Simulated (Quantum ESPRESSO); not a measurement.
Band energies of WO3 at -1.5 % isotropic strain

```
WO3
1.0
    3.73804     0.00000     0.00000
    0.00000     3.73804     0.00000
    0.00000     0.00000     3.73804
O W
3 1
Direct
  0.00000   0.00000   0.50000
  0.50000   0.00000   0.00000
  0.00000   0.50000   0.00000
  0.00000   0.00000   0.00000
```

PBEsol (Quantum ESPRESSO, PseudoDojo norm-conserving, 84 Ry, without SOC); path ΓXMΓRX,MR; energies in eV from the valence-band maximum.

```
k (1/Å)  point  band 12  band 13  band 14  band 15  band 16  band 17  band 18  band 19
-------  -----  -------  -------  -------  -------  -------  -------  -------  -------
0.00         Γ    -1.27    -1.27    -1.06    -1.06    -1.06     0.66     0.66     0.66
0.24              -1.87    -1.72    -1.34    -1.12    -1.12     0.68     1.65     1.65
0.60              -2.60    -2.50    -1.54    -1.11    -1.11     0.72     3.84     3.84
0.84         X    -2.67    -2.64    -1.61    -1.11    -1.11     0.73     4.45     4.45
1.16              -2.95    -2.21    -1.83    -1.65    -0.97     2.17     4.46     4.76
1.37              -3.40    -2.11    -2.07    -1.91    -0.36     3.48     4.47     5.33
1.68         M    -3.74    -2.14    -2.06    -2.06    -0.01     4.47     4.47     5.96
1.90              -3.62    -2.11    -2.04    -2.03    -0.16     4.19     4.24     5.59
2.22              -3.04    -1.94    -1.91    -1.86    -0.71     2.99     3.16     4.06
2.44              -2.42    -1.75    -1.69    -1.65    -1.05     1.99     2.17     2.77
2.76              -1.40    -1.27    -1.18    -1.16    -1.14     0.79     0.82     0.92
2.87         Γ    -1.27    -1.27    -1.06    -1.06    -1.06     0.66     0.66     0.66
2.97              -1.40    -1.26    -1.19    -1.12    -1.12     0.79     0.82     0.82
3.26              -2.66    -2.36    -1.34    -1.34    -1.08     1.93     2.14     2.14
3.45              -3.62    -3.35    -1.20    -1.20    -0.87     2.85     3.15     3.15
3.74              -4.80    -4.78    -0.71    -0.71    -0.48     4.26     4.54     4.54
3.94              -5.33    -5.33    -0.36    -0.36    -0.23     5.12     5.29     5.29
4.23              -5.74    -5.74    -0.02    -0.02    -0.02     5.93     5.94     5.94
4.33         R    -5.76    -5.76     0.00     0.00     0.00     5.99     5.99     5.99
4.42              -5.74    -5.72    -0.03    -0.02    -0.01     5.91     5.94     5.96
4.72              -5.42    -5.08    -0.47    -0.37    -0.21     4.87     5.38     5.53
4.92              -4.80    -4.17    -0.87    -0.85    -0.51     3.78     4.95     5.12
5.22              -3.37    -2.35    -1.87    -1.25    -1.16     1.98     4.55     4.62
5.41              -2.74    -2.51    -1.54    -1.31    -1.16     0.94     4.46     4.47
5.51         X    -2.67    -2.64    -1.61    -1.11    -1.11     0.73     4.45     4.45
5.51         M    -3.74    -2.14    -2.06    -2.06    -0.01     4.47     4.47     5.96
5.61              -3.88    -2.33    -1.92    -1.92    -0.01     4.50     4.50     5.96
5.79              -4.55    -3.60    -1.20    -1.20    -0.01     4.72     4.72     5.97
6.07              -5.44    -5.44    -0.29    -0.29     0.00     5.46     5.46     5.98
6.35         R    -5.76    -5.76     0.00     0.00     0.00     5.99     5.99     5.99
```

The PBEsol gap is indirect, 0.66 eV, from R to Γ; the smallest direct gap is 1.73 eV. Another valence extremum on the path lies within 0.02 eV, too close to call.

Without spin-orbit coupling, band edges of such heavy elements can be off by tenths of an eV. The cell is held in this high symmetry; tilts and polar distortions were not searched.

Geometry strained from the cell relaxed with PBEsol, atoms relaxed again.

The structure is a Materials Project entry; no match was found in the copy of COD used, and its stability was not checked.
